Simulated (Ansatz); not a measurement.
All numbers below come from DFT PBE, scalar-relativistic, plane waves, PAW in Ansatz 0.2.0. All cells share a 420 eV cutoff and Γ-centred k meshes spaced about 0.3 Å⁻¹ or finer (0.25 for metals, 2π included). No spin polarisation.

All energies are static (0 K, no zero-point motion).

Compare these two cells of Bi₂TeO₄, each relaxed at this level.

A.

```
Bi Te O
1.0
     1.93901    1.11949    8.59634
    -1.93901    1.11949    8.59634
     0.00000   -2.23897    8.59634
Bi Te O
2 1 4
Direct
  0.22762 0.22762 0.22762
  0.77238 0.77238 0.77238
  0.00000 0.00000 0.00000
  0.13534 0.13534 0.13534
  0.86467 0.86467 0.86467
  0.37363 0.37363 0.37363
  0.62637 0.62637 0.62637
```

B.

```
Bi Te O
1.0
    -3.31866    3.31866    3.40757
     3.31866   -3.31866    3.40757
     3.31866    3.31866   -3.40757
Bi Te O
2 1 4
Direct
  0.81872 0.31872 0.50000
  0.31872 0.81872 0.50000
  0.68964 0.68964 0.00000
  0.60167 0.60167 0.60340
  0.99827 0.99827 0.39660
  0.60167 0.99827 0.00000
  0.99827 0.60167 0.00000
```

Question: Which form is favoured at zero pressure, and by what margin per atom?

Answer: B is lower, by 76 meV/atom. A has space group R-3m (No. 166), 16.0 Å³/atom and no gap on its mesh; B has space group I4mm (No. 107), 21.4 Å³/atom and no gap. Counting O atoms around Bi and Te (those within 1.25 times the shortest such distance or 1.15 times the sum of covalent radii, 1.27 where that leaves under three; a plus sign parts nearer from farther groups; the shortest distance is added where it exceeds 1.18 times the sum of covalent radii), A has Bi 4+3, Te 6 from 2.5 Å and B has Bi 4, Te 4. The lower one is the more open, so pressure narrows the difference. Both come from trial cells of a structure search, whose lowest cell (Fmm2, 18.1 Å³/atom) lies 95 meV/atom below the lower of the two.

Spin–orbit coupling, which can matter for Bi and Te, is left out. Cells relaxed within their symmetry can be saddle points. Some types were kept out of the candidates beforehand, so the set may lack a known form.
